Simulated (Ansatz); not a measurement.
This LuSi₂Ge₃ structure is the end of a relaxation. The cell was found from a structure generator's guess, not taken from experiment.

Method: DFT PBE, scalar-relativistic, plane waves, PAW in Ansatz 0.2.0. Cutoff 420 eV, Γ-centred mesh, Gaussian smearing, no spin polarisation.

```yaml
crystal:
  lattice:
    - [3.42690, 1.97852, 3.08776]
    - [-3.42690, 1.97852, 3.08776]
    - [0.00000, -3.95704, 3.08776]
  atoms:
    - { symbol: Lu, position: [0.50000, 0.50000, 0.50000] }
    - { symbol: Si, position: [0.80670, 0.80670, 0.80670] }
    - { symbol: Si, position: [0.19330, 0.19330, 0.19330] }
    - { symbol: Ge, position: [0.28019, 0.71981, 0.00000] }
    - { symbol: Ge, position: [0.00000, 0.28019, 0.71981] }
    - { symbol: Ge, position: [0.71981, 0.00000, 0.28019] }
```

The zero of energy is the elements' standard structures at the same level; no fitted shifts are applied.

**Question.** Find its symmetry and describe it.

**Answer.** R32 (No. 155). Conventional cell: a = 6.854 Å, c = 9.263 Å. Lu is surrounded by 2 Si at 2.84 Å and 6 Ge at 2.93 Å; around Si lie 3 Ge at 2.63 Å, 3 Ge at 2.80 Å and 1 Lu at 2.84 Å; Ge has 2 Si at 2.63 Å, 2 Si at 2.80 Å, 2 Lu at 2.93 Å and 4 Ge at 3.15–3.33 Å.

**Question.** What is its formation energy per atom?

**Answer.** +0.12 eV/atom. The separate elements lie lower, so it is unstable against them.

**Question.** Is it a metal?

**Answer.** Yes, bands cross the Fermi level on the 6×6×6 mesh.

The last run used a 6×6×6 mesh for its 6-atom cell and Gaussian smearing of 0.10 eV. The cell is a metal run without spin; a magnetic state may lie lower. A structure relaxed within its symmetry needn't be a true minimum.
